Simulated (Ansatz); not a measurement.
# Sn3As: stable or not

The cell was found from a structure generator's guess, not taken from experiment.

Method: DFT PBE, scalar-relativistic, plane waves, PAW (Ansatz 0.2.0). Cutoff 420 eV, Γ-centred 12×12×12 mesh (4-atom cell), Gaussian smearing of 0.10 eV, no spin polarisation.

```cif
data_structure
_symmetry_space_group_name_H-M 'Im-3m'
_symmetry_Int_Tables_number 229
_cell_length_a 6.0020
_cell_length_b 6.0020
_cell_length_c 6.0020
_cell_angle_alpha 90.000
_cell_angle_beta 90.000
_cell_angle_gamma 90.000
_cell_volume 216.22
loop_
_atom_site_label
_atom_site_type_symbol
_atom_site_symmetry_multiplicity
_atom_site_Wyckoff_symbol
_atom_site_fract_x
_atom_site_fract_y
_atom_site_fract_z
_atom_site_occupancy
Sn1 Sn 6 b 0.50000 0.00000 0.00000 1
As1 As 2 a 0.00000 0.00000 0.00000 1
```

Energies over the elements count from the elements' standard structures at the same level, with no fitted energy shifts. The references include grey tin.

Task: These tests were run: energy against the elements; phonons at Γ. What do they show?

Result:

```
                       test                            result
energy against the elements                     +0.05 eV/atom
               phonons at Γ  imaginary modes down to 70i cm⁻¹
```

It fails 2 tests: energy against the elements and phonons at Γ. So it isn't even a local minimum.

An odd number of electrons in the primitive cell allows no gap without spin; a larger cell or a magnetic state could open one. The cell is a metal run without spin; a magnetic state may lie lower. The reference form of As is held partly by dispersion forces, which this level lacks. The run for the phonons used a 12×12×12 k mesh and Fermi–Dirac smearing of 0.15 eV.
